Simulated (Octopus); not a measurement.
AlP (F-43m, No. 216):
```
CELL_PARAMETERS angstrom
      0.00000     2.73649     2.73649
      2.73649     0.00000     2.73649
      2.73649     2.73649     0.00000
ATOMIC_POSITIONS crystal
  Al 0.00000 0.00000 0.00000
  P  0.25000 0.25000 0.25000
```
The cell is a database entry, not relaxed again.

Level: LDA. Code: Octopus 16.4. Numerical set-up: grid spacing about 0.20 Å, Γ-centred 6×6×6 k-mesh, no spin polarisation; PseudoDojo 0.4 LDA potentials.

Energies in eV against the valence band top; 8 electrons a cell outside the pseudopotentials' cores.

| k-point (reduced) | band 1 | band 2 | band 3 | band 4 | band 5 | band 6 | band 7 |
|---|---|---|---|---|---|---|---|
| Γ (0.000, 0.000, 0.000) | -11.47 | 0.00 | 0.00 | 0.00 | 3.02 | 4.46 | 4.46 |
| X (-0.500, -0.500, 0.000) | -9.14 | -5.33 | -2.10 | -2.10 | 1.46 | 2.33 | 10.81 |
| U (-0.375, -0.375, 0.250) | -9.17 | -5.05 | -3.44 | -1.73 | 2.31 | 4.99 | 8.33 |
| K (-0.375, 0.000, 0.375) | -9.17 | -5.05 | -3.44 | -1.73 | 2.31 | 4.99 | 8.33 |
| L (0.000, 0.000, 0.500) | -9.80 | -5.55 | -0.76 | -0.76 | 2.63 | 4.73 | 4.73 |
| W (-0.500, -0.250, 0.250) | -9.09 | -4.94 | -3.18 | -2.83 | 4.22 | 5.80 | 6.01 |
